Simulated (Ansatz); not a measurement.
NMR crystallography of ZnS with Mn replacing Zn: given against relaxed positions

Start: a supercell of ZnS (zinc blende type, F-43m) built from a structure deposited in the COD (the entry's cell lengths or inner coordinates differ somewhat from later room-temperature determinations), with all atoms left at the host's positions.

```cif
data_MnZn26S27
_symmetry_space_group_name_H-M 'F-43m'
_symmetry_Int_Tables_number 216
_cell_length_a 16.2120
_cell_length_b 16.2120
_cell_length_c 16.2120
_cell_angle_alpha 90.000
_cell_angle_beta 90.000
_cell_angle_gamma 90.000
loop_
_atom_site_label
_atom_site_type_symbol
_atom_site_symmetry_multiplicity
_atom_site_Wyckoff_symbol
_atom_site_fract_x
_atom_site_fract_y
_atom_site_fract_z
Mn Mn 4 a 0.5000 0.0000 0.5000
Zn2 Zn 48 h 0.6667 0.0000 0.6667
Zn5 Zn 16 e 0.8333 0.8333 0.6667
Zn9 Zn 16 e 0.1667 0.6667 0.8333
Zn15 Zn 24 f 0.0000 0.6667 0.0000
S28 S 16 e 0.4167 0.0833 0.4167
S30 S 24 g 0.7500 0.0833 0.7500
S32 S 48 h 0.7500 0.9167 0.5833
S41 S 4 d 0.7500 0.7500 0.7500
S45 S 16 e 0.0833 0.5833 0.9167
```

One atom of each set is listed; the run and its k-mesh use a cell of 54 atoms with edges of 11.46, 11.46, 11.46 Å.

Method: Kohn–Sham DFT in Ansatz, PBE, plane waves and PAW, scalar-relativistic, collinear spin, 420 eV cutoff, Γ-centred 2×2×2 k-points, Fermi–Dirac smearing 0.01 eV, cell charge +1. Start moments as typed (μB): 4 on each Mn, none on the rest.

The largest force at the start is 0.22 eV/Å. Relaxing the ions at fixed cell moves them by 0.027 Å at most (atom 2, Zn) and 0.014 Å rms.

```tsv
site	moved (Å)	first shell before	first shell after	V_zz before (10²¹ V/m²)	η before
Mn	0.000	4 S at 2.34 Å	4 S at 2.33 Å	0.00	–
Zn2	0.027	4 S at 2.34 Å	4 S at 2.33–2.37 Å	0.93	0.39
Zn5	0.005	4 S at 2.34 Å	4 S at 2.34 Å	-0.18	0.00
Zn9	0.010	4 S at 2.34 Å	4 S at 2.33–2.34 Å	-0.29	0.00
Zn15	0.008	4 S at 2.34 Å	4 S at 2.34 Å	0.13	0.99
S28	0.011	1 Mn at 2.34 Å, 3 Zn at 2.34 Å	1 Mn at 2.33 Å, 3 Zn at 2.37 Å	-0.53	0.00
S30	0.003	4 Zn at 2.34 Å	4 Zn at 2.34 Å	1.14	0.30
S32	0.003	4 Zn at 2.34 Å	4 Zn at 2.33–2.34 Å	-0.50	0.05
S45	0.000	4 Zn at 2.34 Å	4 Zn at 2.33–2.34 Å	0.063	0.00
```

Q: What are V_zz and η after the relaxation?

A: 

```tsv
site	V_zz after	η after	change of V_zz
Mn	0.00	–	0.00
Zn2	1.62	0.33	+0.69
Zn5	-0.28	0.00	-0.10
Zn9	-0.48	0.00	-0.19
Zn15	0.27	0.98	+0.14
S28	-0.29	0.00	+0.24
S30	0.99	0.41	-0.15
S32	-0.38	0.60	+0.12
S45	0.091	0.00	+0.03
```

The largest change of V_zz is on Zn2, from 0.93 to 1.62. Where |V_zz| stays above 0.1, η moves most on S32, from 0.05 to 0.60. Other sites without a gradient aren't listed.

The defect repeats with the cell of 54 atoms, so it feels its images: sites between two images don't show the values beside a lone defect, and zeros or small values of η there can come from the images' arrangement. A uniform background compensates the cell's charge. The defect cell has no gap above 0.1 eV on its mesh, so the values can hang on the smearing and the k-mesh.
Before: The neighbours have not yet relaxed around the defect (largest force 0.22 eV/Å), so a real crystal will differ.
After: The relaxation keeps the site symmetry -43m of the start, so the impurity can't leave its site; a distortion that would localise the partly filled state isn't explored.
